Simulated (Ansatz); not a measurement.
An Ansatz (a program for electronic structure) run. Input:

Ansatz 0.2 input:
```yaml
crystal:
  lattice:
    - [3.0863073384, 0.0, 0.0]
    - [0.0, 3.0863073384, 0.0]
    - [0.0, 0.0, 3.0863073384]
  atoms:
    - { symbol: Sb, position: [0.0, 0.0, 0.0] }
kpoints:
  mp_grid: { grid: [13, 13, 13] }
hamiltonian:
  xc: r2scan
  pseudopotentials: { kind: paw }
scf:
  occupations: { method: gaussian, width: 0.05 }
checkpoint: { read: metal.run }
output: { write_density: true, elf: true, volumetric_format: npy }
basis: { fft_grid_basis: typed }
```

Output (shortened):

```
Pseudopotential: Sb, paw, valence charge 15
Functional definition: r2SCAN
Crystal: 1 atoms, lattice volume = 29.398 Å³
Basis set: ecut = 500 eV, 739 PW (Γ), exchange–correlation on 96×96×96 points (64 copies of the dense FFT grid, shifted against one another)
Bands: 16, of which v1, the nominal top of the filled ones, is band 8 counted from 1 (7 counted from 0)
Symmetry: 48 space group operations
Space group: Pm-3m (ITA 221), of the structure as read, at distance tolerance 3.1e-5 Å
k-points: 84 of 2197
Stability of the state it starts from, as read at its close in the unpolarized treatment …
iter 1 solved again at ethr=1.10e-8 eV; its pass at ethr=3.10e-3 eV (dr2=1.65e-6 eV) is discarded
SCF iter   1: F=—  HF=-6499.078424 eV  |F-HF|=—  |Δ(HF+E_count)|=         —  Δρ=3.06e-7  dr2=1.67e-11  dr2_τ=7.65e-13  ethr=1.10e-8  ⟨swp⟩=4.1  Hψ=11795  notcnv=0
preconditioner: auto → none
SCF iter   2: F=-6499.078423 eV  HF=-6499.078423 eV  |F-HF|=1.82e-12  |Δ(HF+E_count)|=   6.05e-8  Δρ=1.43e-7  dr2=7.09e-12  dr2_τ=5.08e-13  ethr=1.00e-12  ⟨swp⟩=6.1  Hψ=5155  notcnv=0
SCF 1 converged in 2 iterations: F = -6499.078423 eV  dr2 = 7.09e-12
SCF converged after 2 iterations
Free energy (F): -6499.078423 eV
Harris-Foulkes:  -6499.078423 eV  (|F-HF|=1.82e-12)
Internal energy: -6499.077584 eV  (E = F + TS)
E sigma→0 (E₀):  -6499.078004 eV
Entropy (-TS):   -0.000839 eV (-0.839 meV/atom)
Fermi energy:    10.184034 eV
--- Per-component energies (eV) ---
  E_band       = -174.747800
  E_kinetic    = 205.930847
  E_local      = -1558.995568  (includes V_loc(G=0)·N_el)
  E_nonlocal   = 362.973889
  E_hartree    = 708.814820
  E_xc         = -127.155578
  E_vxc        = -102.538478  (∫ρ·V_xc dr)
  E_paw        = -4601.893752  (= ΣΔE_a)
  E_vpaw       = -506.665095  (= ΣTr[D̂ρ^β])
  E_aug_tail   = -0.000001  (compensation charges beyond the density's cutoff)
  E_vtau       = 6.917093  (kinetic-family band-sum trace: ∫τ·v_τ [+ j·A + Jᵃ·Aᵃ] dr)
  E_ewald      = -1489.258279
  E_core_change = 0.506037  (= ΣΔE_core)
  E_smearing   = -0.000839  (= −TS)
  E_closure    = 0.000000  (closes the sum)
  Σ components = -6499.078423   (vs F -6499.078423, Δ=0.00e0)
  [band-id]    e_kinetic+e_local+e_nonlocal+2·e_hartree+e_vxc+e_vpaw+e_augmentation_tail+e_vtau = -174.747673   (vs E_band -174.747800, Δ=1.27e-4)
--- Band table (eV; the first three rows and the last of 84) ---
  k-point 0: bands = ["-19.9481", "-19.9481", "-19.7426", "-19.7426", "-19.7426", "-2.9661", "13.6008", "13.6008", "13.6008", "17.5714", "17.5714", "19.3718", "29.8362", "29.8362", "29.8362", "32.1848"]
  k-point 1: bands = ["-19.9477", "-19.9379", "-19.7456", "-19.7456", "-19.7424", "-2.8740", "12.4702", "13.6924", "13.6924", "17.6471", "18.3351", "19.9706", "29.0829", "29.3179", "29.3179", "31.1243"]
  k-point 2: bands = ["-19.9464", "-19.9094", "-19.7539", "-19.7539", "-19.7417", "-2.6003", "10.4883", "13.9595", "13.9595", "17.8732", "18.9352", "22.0382", "27.5981", "27.8581", "27.8581", "29.3439"]
  k-point 83: bands = ["-19.8507", "-19.8506", "-19.8506", "-19.6639", "-19.6639", "5.3393", "8.3010", "8.3010", "8.5818", "15.2551", "15.4590", "15.4590", "18.1043", "35.3933", "35.3933", "35.7595"]
```

Cost: around 5 core-seconds (rough) on shared cores.

The workflow started from a Materials Project entry (that database holds measured and hypothetical structures alike); the Crystallography Open Database files this formula in space group No. 221, but the cells were not matched. It is not the phase usual at ambient conditions (space group No. 166). Symmetry was held in the r²SCAN relaxation; whether a distortion lowers the energy is not shown. Scalar-relativistic: spin–orbit coupling is off unless named, which matters more the heavier the elements.

Potentials: the later of the program's two PAW sets.

Ansatz is a plane-wave DFT program.
